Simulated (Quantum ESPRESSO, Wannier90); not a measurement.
## Wannierisation of InP (zinc blende)

```xyz
2
Lattice="0.0000 2.9520 2.9520 2.9520 0.0000 2.9520 2.9520 2.9520 0.0000" Properties=species:S:1:pos:R:3 pbc="T T T"
In     0.0000     0.0000     0.0000
P     -1.4760    -1.4760    -1.4760
```

Materials Project entry mp-20351; symmetrised, unrelaxed at this level. COD (Crystallography Open Database) has an entry of this formula and space group (matched by these alone). Computed values, not measurements, from PBEsol: Quantum ESPRESSO (norm-conserving PseudoDojo potentials, cutoff 56 Ry, spinors with spin-orbit coupling) on a Γ-centred 8×8×8 mesh, then Wannier90. Density: 10×10×10 mesh, Gaussian smearing 0.01 Ry.

Bands 11-18 form an isolated set from -11.43 to 0.00 eV relative to the valence-band maximum (on the path) and are turned into 8 Wannier functions by minimising the spread from the start: SCDM (isolated).

Task: Where do the functions sit, how wide are they and what are they made of?

Result: 
```csv
functions,spread (Å²),"nearest atom, distance (Å)","second atom, distance (Å)",weight on atomic waves
8,2.34,P 0.93,In 1.63,"P 3p 47 %, In 5p 21 %, P 3s 17 %"
```

Ω_I = 17.43 Å², Ω_total = 18.73 Å²; the interpolated bands follow pw.x to 24 meV rms on the path. Only this start was tried; a symmetric start can stop on a saddle, and mixtures of these functions could lower the total by at most Ω_total − Ω_I.
